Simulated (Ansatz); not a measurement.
Geometry optimisation in Ansatz: input, command and trajectory.

```yaml
crystal:
  lattice:
    - [3.303540142, 0.0, 0.0]
    - [-1.651770071, 2.8609496854, 0.0]
    - [0.0, 0.0, 13.3515742962]
  atoms:
    - { symbol: W, position: [0.3333333333, 0.6666666667, 0.25] }
    - { symbol: W, position: [0.6666666667, 0.3333333333, 0.75] }
    - { symbol: Se, position: [0.3333333333, 0.6666666667, 0.6233861727] }
    - { symbol: Se, position: [0.6666666667, 0.3333333333, 0.1233861727] }
    - { symbol: Se, position: [0.3333333333, 0.6666666667, 0.8766138273] }
    - { symbol: Se, position: [0.6666666667, 0.3333333333, 0.3766138273] }
basis:
  ecutwfc: 420
kpoints:
  mp_grid: { grid: [12, 12, 2] }
hamiltonian:
  xc: pbesol
scf:
  occupations: { method: gaussian, width: 0.02 }
output:
  forces: true
  stress: true
  eigenvalues: true
relax:
  adjacent_minimum: "off"
  f_tol: 0.01
  max_steps: 30
  cell: { stress_tol: 0.1, fix: [volume] }
```

```bash
ansatz run input.yaml --threads 2 --pin off --max-ram 5120MiB --backend cpu --events-out ev --progress --plain --runs-dir out
```

Computed with DFT PBEsol, scalar-relativistic, plane waves, PAW (Ansatz 0.2.0).

The volume is held at 1.03 times that of the relaxed cell.

Of 6 frames 5 are shown, positions in Å and forces in eV/Å; the SCF threshold varies from step to step. Steps run on the plane waves of an earlier cell, with a Pulay correction in the pressure. The basis is chosen afresh for the last frame, the zero of the energies, and at times for earlier ones too; energy and pressure can step there, also at an unchanged geometry. Where two frames share a geometry here, they differ by under 2 meV/atom and 0.3 GPa. The mark taken_back stands on steps that the optimiser undid.

```xyz
6
Lattice="3.3035 0.0000 0.0000 -1.6518 2.8609 0.0000 0.0000 0.0000 13.3516" Properties=species:S:1:pos:R:3:forces:R:3 pbc="T T T" step=1 free_energy_over_end_meV_per_atom=6.57 pressure_GPa=-3.89
W     0.0000    1.9073    3.3379    0.0000    0.0000    0.0000
W     1.6518    0.9536   10.0137    0.0000    0.0000    0.0000
Se    0.0000    1.9073    8.3232    0.0000    0.0000    0.4753
Se    1.6518    0.9536    1.6474    0.0000    0.0000    0.4753
Se    0.0000    1.9073   11.7042    0.0000    0.0000   -0.4753
Se    1.6518    0.9536    5.0284    0.0000    0.0000   -0.4753
6
Lattice="3.2681 0.0000 0.0000 -1.6341 2.8303 0.0000 0.0000 0.0000 13.6424" Properties=species:S:1:pos:R:3:forces:R:3 pbc="T T T" step=2 free_energy_over_end_meV_per_atom=7.85 pressure_GPa=3.09 taken_back
W     0.0000    1.8869    3.4106    0.0000    0.0000    0.0000
W     1.6341    0.9434   10.2318    0.0000    0.0000    0.0000
Se    0.0000    1.8869    8.5911    0.0000    0.0000   -0.6566
Se    1.6341    0.9434    1.7699    0.0000    0.0000   -0.6566
Se    0.0000    1.8869   11.8725    0.0000    0.0000    0.6566
Se    1.6341    0.9434    5.0513    0.0000    0.0000    0.6566
6
Lattice="3.2862 0.0000 0.0000 -1.6431 2.8459 0.0000 0.0000 0.0000 13.4932" Properties=species:S:1:pos:R:3:forces:R:3 pbc="T T T" step=3 free_energy_over_end_meV_per_atom=0.38 pressure_GPa=-1.27
W     0.0000    1.8973    3.3733    0.0000    0.0000    0.0000
W     1.6431    0.9486   10.1199    0.0000    0.0000    0.0000
Se    0.0000    1.8973    8.4461    0.0000    0.0000    0.0788
Se    1.6431    0.9486    1.6996    0.0000    0.0000    0.0788
Se    0.0000    1.8973   11.7936    0.0000    0.0000   -0.0788
Se    1.6431    0.9486    5.0470    0.0000    0.0000   -0.0788
6
Lattice="3.2721 0.0000 0.0000 -1.6360 2.8337 0.0000 0.0000 0.0000 13.6096" Properties=species:S:1:pos:R:3:forces:R:3 pbc="T T T" step=4 free_energy_over_end_meV_per_atom=0.06 pressure_GPa=-0.39
W     0.0000    1.8891    3.4024    0.0000    0.0000    0.0000
W     1.6360    0.9446   10.2072    0.0000    0.0000    0.0000
Se    0.0000    1.8891    8.5313    0.0000    0.0000    0.0204
Se    1.6360    0.9446    1.7265    0.0000    0.0000    0.0204
Se    0.0000    1.8891   11.8831    0.0000    0.0000   -0.0204
Se    1.6360    0.9446    5.0783    0.0000    0.0000   -0.0204
6
Lattice="3.2768 0.0000 0.0000 -1.6384 2.8378 0.0000 0.0000 0.0000 13.5706" Properties=species:S:1:pos:R:3:forces:R:3 pbc="T T T" step=6 free_energy_over_end_meV_per_atom=0.00 pressure_GPa=-0.45
W     0.0000    1.8918    3.3926    0.0000    0.0000    0.0000
W     1.6384    0.9459   10.1779    0.0000    0.0000    0.0000
Se    0.0000    1.8918    8.5056    0.0000    0.0000   -0.0087
Se    1.6384    0.9459    1.7203    0.0000    0.0000   -0.0087
Se    0.0000    1.8918   11.8503    0.0000    0.0000    0.0087
Se    1.6384    0.9459    5.0650    0.0000    0.0000    0.0087
```

Time: 28 s on 2 threads of Intel(R) Xeon(R) 6975P-C (Granite Rapids), on a shared host, peak memory 0.6 GiB.

Spin–orbit coupling is left out, which can shift energies with elements as heavy as these. The cell holds layers, and where no dispersion correction was added their binding is poorly described.